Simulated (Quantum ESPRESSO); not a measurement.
## GaSi2O5F (finding a planted mistake in a log)

A calculation, not a measurement. The program is pw.x of Quantum ESPRESSO 7.5 (plane-wave density functional theory). The cell is made up: 9 atoms on a quartz lattice, with randomly drawn elements, strain and displacements, not relaxed. PseudoDojo standard norm-conserving files (v0.5 for PBE, v0.4.1 for LDA and PBEsol) set the functional; there is no spin polarisation, spin-orbit coupling or dispersion term, and the masses in the input are unused placeholders.

Intended input:

```
&control calculation='scf', pseudo_dir='./dojo.nc.sr.pbe.v0_5.standard.upf', outdir='./o', disk_io='low', tprnfor=.true., tstress=.true. /
&system ibrav=0, nat=9, ntyp=4, nbnd=35, ecutwfc=84.00895049, nosym=.true., tot_charge=0,
 occupations='smearing', smearing='fd', degauss=0.0018374661
/
&electrons conv_thr=7.350e-09, electron_maxstep=60, /
ATOMIC_SPECIES
F 1.0 F.upf
Ga 1.0 Ga.upf
O 1.0 O.upf
Si 1.0 Si.upf
CELL_PARAMETERS angstrom
5.2671 -0.011 -0.0391
-2.6431 4.4835 0.0326
-0.0432 0.0166 5.7183
ATOMIC_POSITIONS angstrom
Ga 2.4085 -0.0849 3.7642
Si -1.2642 2.0361 1.9499
Si 1.3963 2.3911 -0.0241
O 1.425 1.228 4.4906
O 3.4812 0.7133 2.5544
O 3.0301 2.6282 0.6761
O 0.2664 1.8691 1.2015
F -1.2465 3.2824 3.1317
O 0.8462 3.7797 5.1428
K_POINTS automatic
5 5 4 1 1 1
```

The log is shortened where brackets say so; the opening notice, blank lines, dates and the lines on written files are dropped, and the path of the files is cut. It prints rydbergs, bohrs and kilobars, and counts compression as positive stress. Where no state is partly filled, the Fermi energy that it prints is only some level between the filled and the empty states on the mesh, and need not lie in the true gap.

Log of the intended run:

```
     Program PWSCF v.7.5
     Parallel version (MPI & OpenMP), running on       4 processor cores
     Number of MPI processes:                 4
     Threads/MPI process:                     1
     [start-up lines left out]
     bravais-lattice index     =            0
     lattice parameter (alat)  =       9.9537  a.u.
     unit-cell volume          =     910.1003 (a.u.)^3
     number of atoms/cell      =            9
     number of atomic types    =            4
     number of electrons       =        58.00
     number of Kohn-Sham states=           35
     kinetic-energy cutoff     =      84.0090  Ry
     charge density cutoff     =     336.0358  Ry
     scf convergence threshold =      7.3E-09
     mixing beta               =       0.7000
     number of iterations used =            8  plain     mixing
     Exchange-correlation= PBE
                           (   1   4   3   4   0   0   0)
     [axes and pseudopotential details left out]
   Cartesian axes
     site n.     atom                  positions (alat units)
         1        Ga     tau(   1) = (   0.4572589  -0.0161184   0.7146415  )
         2        Si     tau(   2) = (  -0.2400111   0.3865580   0.3701927  )
         3        Si     tau(   3) = (   0.2650906   0.4539555  -0.0045754  )
         4        O      tau(   4) = (   0.2705393   0.2331384   0.8525501  )
         5        O      tau(   5) = (   0.6609133   0.1354215   0.4849583  )
         6        O      tau(   6) = (   0.5752710   0.4989694   0.1283590  )
         7        O      tau(   7) = (   0.0505766   0.3548527   0.2281074  )
         8        F      tau(   8) = (  -0.2366507   0.6231707   0.5945600  )
         9        O      tau(   9) = (   0.1606529   0.7175842   0.9763716  )
     number of k points=    50  Fermi-Dirac smearing, width (Ry)=  0.0018
                       cart. coord. in units 2pi/alat
        k(    1) = (   0.1012278   0.1763174   0.1153933), wk =   0.0400000
        k(    2) = (   0.1029360   0.1756499   0.3456888), wk =   0.0400000
     [further k points left out]
     Dense  grid:    94709 G-vectors     FFT dimensions: (  60,  60,  64)
     Estimated max dynamical RAM per process >     207.65 MB
     Estimated total dynamical RAM >     761.23 MB
     Initial potential from superposition of free atoms
     starting charge      57.9961, renormalised to      58.0000
     Starting wfcs are   41 randomized atomic wfcs
     total cpu time spent up to now is        5.4 secs
     per-process dynamical memory:   158.9 Mb
     Self-consistent Calculation
     iteration #  1     ecut=    84.01 Ry     beta= 0.70
     Davidson diagonalization with overlap
     ethr =  1.00E-02,  avg # of iterations =  3.0
     total cpu time spent up to now is       16.6 secs
     total energy              =    -384.03497431 Ry
     estimated scf accuracy    <       2.37575583 Ry
     iteration #  2     ecut=    84.01 Ry     beta= 0.70
     Davidson diagonalization with overlap
     ethr =  4.10E-03,  avg # of iterations =  2.0
     total cpu time spent up to now is       26.5 secs
     total energy              =    -384.66921883 Ry
     estimated scf accuracy    <       2.11437821 Ry
     [iterations 3 to 10 left out]
     iteration # 11     ecut=    84.01 Ry     beta= 0.70
     Davidson diagonalization with overlap
     ethr =  2.21E-11,  avg # of iterations =  3.6
     total cpu time spent up to now is      122.4 secs
     total energy              =    -385.07029532 Ry
     estimated scf accuracy    <       0.00000002 Ry
     iteration # 12     ecut=    84.01 Ry     beta= 0.70
     Davidson diagonalization with overlap
     ethr =  2.21E-11,  avg # of iterations =  2.0
     total cpu time spent up to now is      131.1 secs
     End of self-consistent calculation
     [lines on levels left out]
     the Fermi energy is     2.6778 ev
!    total energy              =    -385.07029533 Ry
     estimated scf accuracy    <          1.1E-09 Ry
     smearing contrib. (-TS)   =      -0.00000000 Ry
     internal energy E=F+TS    =    -385.07029533 Ry
     The total energy is F=E-TS. E is the sum of the following terms:
     one-electron contribution =    -249.48088945 Ry
     hartree contribution      =     158.08819827 Ry
     xc contribution           =    -101.57388644 Ry
     ewald contribution        =    -192.10371770 Ry
     convergence has been achieved in  12 iterations
     Forces acting on atoms (cartesian axes, Ry/au):
     atom    1 type  2   force =     0.17617090    0.19962145    0.16414010
     atom    2 type  4   force =     0.03782268   -0.00840804   -0.20263502
     atom    3 type  4   force =     0.04310253   -0.10998837    0.04586890
     atom    4 type  3   force =    -0.02395498    0.06631457    0.06180235
     atom    5 type  3   force =     0.00803882   -0.02296526    0.00880474
     atom    6 type  3   force =    -0.06057907   -0.02424039    0.02762385
     atom    7 type  3   force =    -0.02130338    0.03084954    0.03449237
     atom    8 type  1   force =    -0.14191897   -0.17101810   -0.10487788
     atom    9 type  3   force =    -0.01737853    0.03983459   -0.03521942
     Total force =     0.486869     Total SCF correction =     0.000065
     Computing stress (Cartesian axis) and pressure
          total   stress  (Ry/bohr**3)                   (kbar)     P=      -21.57
  -0.00053516   0.00033117   0.00025312          -78.72       48.72       37.24
   0.00033117   0.00049329   0.00001430           48.72       72.57        2.10
   0.00025312   0.00001430  -0.00039797           37.24        2.10      -58.54
     init_run     :      5.02s CPU      5.28s WALL (       1 calls)
     electrons    :    125.12s CPU    125.80s WALL (       1 calls)
     forces       :      1.81s CPU      1.81s WALL (       1 calls)
     stress       :      6.26s CPU      6.27s WALL (       1 calls)
     [timing details left out]
     PWSCF        :   2m18.37s CPU   2m19.39s WALL
     JOB DONE.
```

A second run was made from an input with one planted mistake. Its log:

```
     Program PWSCF v.7.5
     Parallel version (MPI & OpenMP), running on       1 processor cores
     Number of MPI processes:                 1
     Threads/MPI process:                     1
     [start-up lines left out]
     bravais-lattice index     =            0
     lattice parameter (alat)  =       9.9537  a.u.
     unit-cell volume          =     910.1003 (a.u.)^3
     number of atoms/cell      =            9
     number of atomic types    =            4
     number of electrons       =        58.00
     number of Kohn-Sham states=           35
     kinetic-energy cutoff     =      84.0090  Ry
     charge density cutoff     =     336.0358  Ry
     scf convergence threshold =      7.3E-09
     mixing beta               =       0.7000
     number of iterations used =            8  plain     mixing
     Exchange-correlation= PBE
                           (   1   4   3   4   0   0   0)
     [axes and pseudopotential details left out]
   Cartesian axes
     site n.     atom                  positions (alat units)
         1        Ga     tau(   1) = (   0.4572589  -0.0161184   0.7146415  )
         2        Si     tau(   2) = (  -0.2400111   0.3865580   0.3701927  )
         3        Si     tau(   3) = (   0.2650906   0.4539555  -0.0045754  )
         4        F      tau(   4) = (   0.2705393   0.2331384   0.8525501  )
         5        O      tau(   5) = (   0.6609133   0.1354215   0.4849583  )
         6        O      tau(   6) = (   0.5752710   0.4989694   0.1283590  )
         7        O      tau(   7) = (   0.0505766   0.3548527   0.2281074  )
         8        O      tau(   8) = (  -0.2366507   0.6231707   0.5945600  )
         9        O      tau(   9) = (   0.1606529   0.7175842   0.9763716  )
     number of k points=    50  Fermi-Dirac smearing, width (Ry)=  0.0018
                       cart. coord. in units 2pi/alat
        k(    1) = (   0.1012278   0.1763174   0.1153933), wk =   0.0400000
        k(    2) = (   0.1029360   0.1756499   0.3456888), wk =   0.0400000
     [further k points left out]
     Dense  grid:    94709 G-vectors     FFT dimensions: (  60,  60,  64)
     Estimated max dynamical RAM per process >     125.49 MB
     Initial potential from superposition of free atoms
     starting charge      57.9961, renormalised to      58.0000
     Starting wfcs are   41 randomized atomic wfcs
     total cpu time spent up to now is       12.0 secs
     per-process dynamical memory:    98.5 Mb
     Self-consistent Calculation
     iteration #  1     ecut=    84.01 Ry     beta= 0.70
     Davidson diagonalization with overlap
     ethr =  1.00E-02,  avg # of iterations =  3.0
     total cpu time spent up to now is       38.5 secs
     total energy              =    -384.05316155 Ry
     estimated scf accuracy    <       2.37897359 Ry
     iteration #  2     ecut=    84.01 Ry     beta= 0.70
     Davidson diagonalization with overlap
     ethr =  4.10E-03,  avg # of iterations =  2.1
     total cpu time spent up to now is       61.4 secs
     total energy              =    -384.69038853 Ry
     estimated scf accuracy    <       2.10337050 Ry
     [iterations 3 to 10 left out]
     iteration # 11     ecut=    84.01 Ry     beta= 0.70
     Davidson diagonalization with overlap
     ethr =  6.88E-11,  avg # of iterations =  3.4
     total cpu time spent up to now is      277.8 secs
     total energy              =    -385.09076786 Ry
     estimated scf accuracy    <       0.00000001 Ry
     iteration # 12     ecut=    84.01 Ry     beta= 0.70
     Davidson diagonalization with overlap
     ethr =  2.06E-11,  avg # of iterations =  2.0
     total cpu time spent up to now is      301.0 secs
     End of self-consistent calculation
     [lines on levels left out]
     the Fermi energy is     2.9814 ev
!    total energy              =    -385.09076786 Ry
     estimated scf accuracy    <          1.6E-09 Ry
     smearing contrib. (-TS)   =       0.00000000 Ry
     internal energy E=F+TS    =    -385.09076786 Ry
     The total energy is F=E-TS. E is the sum of the following terms:
     one-electron contribution =    -248.64625980 Ry
     hartree contribution      =     157.81005292 Ry
     xc contribution           =    -101.58445041 Ry
     ewald contribution        =    -192.67011057 Ry
     convergence has been achieved in  12 iterations
     Forces acting on atoms (cartesian axes, Ry/au):
     atom    1 type  2   force =     0.17125443    0.00654296   -0.00034035
     atom    2 type  4   force =     0.04401133    0.12768310   -0.03929461
     atom    3 type  4   force =     0.02999791    0.02138830    0.20244735
     atom    4 type  1   force =    -0.05483595    0.07855667    0.05693623
     atom    5 type  3   force =    -0.00725674   -0.04190242    0.01756777
     atom    6 type  3   force =    -0.11631676   -0.04750674   -0.05102164
     atom    7 type  3   force =     0.03704408    0.00846048   -0.04243402
     atom    8 type  3   force =    -0.10391787   -0.17347451   -0.11572641
     atom    9 type  3   force =     0.00001956    0.02025216   -0.02813432
     Total force =     0.427966     Total SCF correction =     0.000063
     Computing stress (Cartesian axis) and pressure
          total   stress  (Ry/bohr**3)                   (kbar)     P=      -18.96
  -0.00056858   0.00002818   0.00015244          -83.64        4.15       22.42
   0.00002818   0.00053284   0.00001483            4.15       78.38        2.18
   0.00015244   0.00001483  -0.00035086           22.42        2.18      -51.61
     init_run     :     10.00s CPU     11.90s WALL (       1 calls)
     electrons    :    274.42s CPU    288.95s WALL (       1 calls)
     forces       :      4.32s CPU      4.39s WALL (       1 calls)
     stress       :     15.16s CPU     15.21s WALL (       1 calls)
     [timing details left out]
     PWSCF        :   5m 4.10s CPU   5m21.29s WALL
     JOB DONE.
```

Question: what was wrong in the second input?

Answer: two atoms have their elements exchanged. The input lines that differ, file-writing options aside:

```
- O 1.425 1.228 4.4906
+ F 1.425 1.228 4.4906
- F -1.2465 3.2824 3.1317
+ O -1.2465 3.2824 3.1317
```

|  | intended run | run with the mistake |
| --- | --- | --- |
| free energy (eV) | -5239.148 | -5239.427 |
| smearing term -TS (eV) | 0.0000 | 0.0000 |
| pressure (GPa) | -2.16 | -1.90 |
| largest force component (eV/Å) | 5.210 | 5.205 |
| largest change of a force component (eV/Å) |  | 4.964 |
| iterations | 12 | 12 |

For scale, a rerun of the intended cell at 1437 eV and a 7 x 7 x 6 mesh moved values by no more than 0.003 eV in energy, 0.02 GPa in stress and 0.002 eV/Å in force.